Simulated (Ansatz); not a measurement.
A geometry of Be away from equilibrium: the start of the relaxation of a relaxed Be cell deformed by the Cartesian strain tensor (xx, yy, zz, yz, xz, xy) = (0.047, 0.011, -0.038, 0.033, -0.085, 0.069). All values below come from r2SCAN (plane waves to 500 eV, PAW, scalar-relativistic; Ansatz, a quantum-chemistry and plane-wave program). Γ-centred k-mesh 21×23×14 on the run's cell, Fermi–Dirac smearing 0.05 eV.

```xyz
2
Lattice="2.3701 0.1551 -0.1924 -1.0508 1.9044 0.1609 -0.3029 0.1176 3.4284" Properties=species:S:1:pos:R:3 pbc="T T T"
Be    -0.1377     1.4095     2.6144
Be     1.1541     0.7676     0.7825
```

Task: Which atoms carry the largest force, and which way does it point?

Result: 0.77 eV/Å, on Be1, Be2 (atoms numbered as listed); on Be1 its components are (-0.60, 0.30, -0.38).

Task: What is the pressure?

Result: +5.8 GPa, compression positive.

No spin polarisation in the result.

The run could not lose the symmetry of its start.
